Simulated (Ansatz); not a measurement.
Cell and atoms are relaxed with the symmetry kept. Start:

```
Al Ni
1.0
     0.00000    2.80189    2.80189
     2.80189    0.00000    2.80189
     2.80189    2.80189    0.00000
Al Ni
1 3
Direct
  0.50000 0.50000 0.50000
  0.25000 0.25000 0.25000
  0.00000 0.00000 0.00000
  0.75000 0.75000 0.75000
```

Method: Ansatz 0.2.0, DFT r2SCAN, scalar-relativistic, plane waves, PAW.

Cutoff 500 eV; k points 14×14×14 on the computed 4-atom cell (Γ-centred); Gaussian smearing, width 0.10 eV; collinear spin from starting moments 0 0 0.13 0 μB.

Task: What does it relax to?

Result: The volume stays the same within 0.01 Å³/atom to 11.00 Å³/atom, and the energy changes by under 0.1 meV/atom. The cell ends with a moment of 0.00 μB (only this magnetic start was tried). Final structure:
Space group Fm-3m (No. 225). a = 5.604 Å, b = 5.604 Å, c = 5.604 Å, α = 90.00°, β = 90.00°, γ = 90.00°
| atom | site | symmetry | x | y | z |
| --- | --- | --- | --- | --- | --- |
| Al | 4b | m-3m | 0.5000 | 0.0000 | 0.0000 |
| Ni | 8c | -43m | 0.2500 | 0.7500 | 0.7500 |
| Ni | 4a | m-3m | 0.0000 | 0.0000 | 0.0000 |